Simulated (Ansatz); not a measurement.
Map of one atom of the cell for C (diamond)

Starting cell, C (diamond):

```xyz
2
Lattice="0.0000 1.7801 1.7801 1.7801 0.0000 1.7801 1.7801 1.7801 0.0000" Properties=species:S:1:pos:R:3 pbc="T T T"
C      0.0000     0.0000     0.0000
C      0.8901     0.8901     0.8901
```

Two-dimensional scan of atom 2 (C, nearest neighbour C at 1.542 Å; its periodic images, 2.5 Å or more away, move with it): u runs along (1.000, 0.000, 0.000), v along (0.000, 0.000, 1.000) (Cartesian). Cell and other atoms are fixed.

The numbers are results of r2SCAN (plane waves to 500 eV, PAW, scalar-relativistic; Ansatz, a quantum-chemistry and plane-wave program), not measurements. k mesh 13×13×13 (Γ-centred), Fermi-Dirac smearing 0.05 eV. The energy includes the smearing's −TS. Points where atoms come too close for the PAW data are left out (x in tables, blank in figures). As the smearing reaches across the gap at some points, energies and forces of such displacements shift with the k mesh and the smearing. Fu and Fv are the components of the force on the atom. C was relaxed with its symmetry unable to fall. ΔE is measured from the undisplaced structure. Axes are in Å.

ΔE (meV/cell), with u across and v down:

```csv
v \ u,-0.510,-0.255,0.000,0.255,0.510
-0.510,x,4645,3521,4645,x
-0.255,4645,2303,1165,2303,4645
0.000,3521,1165,0,1165,3521
0.255,4645,2303,1165,2303,4645
0.510,x,4645,3521,4645,x
```

Fu (eV/Å), with u across and v down:

```csv
v \ u,-0.510,-0.255,0.000,0.255,0.510
-0.510,x,8.85,0.00,-8.85,x
-0.255,8.89,8.09,0.00,-8.09,-8.89
0.000,8.05,8.37,0.00,-8.37,-8.05
0.255,8.89,8.09,0.00,-8.09,-8.89
0.510,x,8.85,0.00,-8.85,x
```

Derived quantities:

- Lowest place on the grid = u = 0.000 Å, v = 0.000 Å (0 meV/cell)

(For displaced atoms, the force is minus the slope of the energy, and its curvature is a force constant, which sets phonon frequencies.)
